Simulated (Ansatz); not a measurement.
CdGaNO:
```xyz
4
Lattice="3.2865 0.0000 0.0000 -1.6433 2.8462 0.0000 0.0000 0.0000 5.7007" Properties=species:S:1:pos:R:3 pbc="T T T"
Ga     0.0000     1.8975     2.8576
Cd     1.6433     0.9487     5.5890
O      0.0000     1.8975     0.9814
N      1.6433     0.9487     3.3985
```

Plane-wave PAW r²SCAN (Ansatz code) gives a gap of 0.87 eV without spin–orbit coupling, maximum at Γ, minimum at Γ.

What happens when spin–orbit coupling is switched on?

The gap decreases by 0.01 eV, to 0.86 eV; maximum on the Γ–A line, 2 % of the way from Γ, minimum at Γ.

Space group P3m1. The start of the workflow was typed in or built on a structure type; neither database checked (COD, Materials Project) lists it. Its standing as an ambient phase is unchecked. Symmetry was held in the r²SCAN relaxation; whether a distortion lowers the energy is not shown.

Potentials: the earlier of the program's two PAW sets.
